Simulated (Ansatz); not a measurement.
BeS in space group P6_422 (No. 181; Be on 3c, S on 3d) at seven volumes, plane-wave PAW r²SCAN+D4 (Ansatz code), shape and atoms relaxed at each. One row is withheld.

```tsv
V (Å³/atom)	P (GPa)
12.110	11.95
12.510	?
12.909	3.42
13.308	0.00
13.707	-2.96
14.107	-5.53
14.506	-7.76
```

Q: Fit the shown pressures and predict the withheld one.

A: P = (3/2)B₀(x^(7/2) − x^(5/2))[1 + (3/4)(B′ − 4)(x − 1)] with x = (V₀/V)^(2/3). Least squares on the six rows gives V₀ = 13.308 Å³/atom, B₀ = 106 GPa, B′ = 3.78. At V = 12.510, x = 1.0421 and P = 7.37 GPa. The run itself gave 7.37 GPa.

The start of the workflow was typed in or built on a structure type; neither database checked (COD, Materials Project) lists it. COD files the formula under space group No. 216, so this cell is another polymorph or a model. Whether it is the stable phase at ambient conditions was not checked. Symmetry was held in the r²SCAN+D4 relaxation; whether a distortion lowers the energy is not shown.

Potentials: the later of the program's two PAW sets.
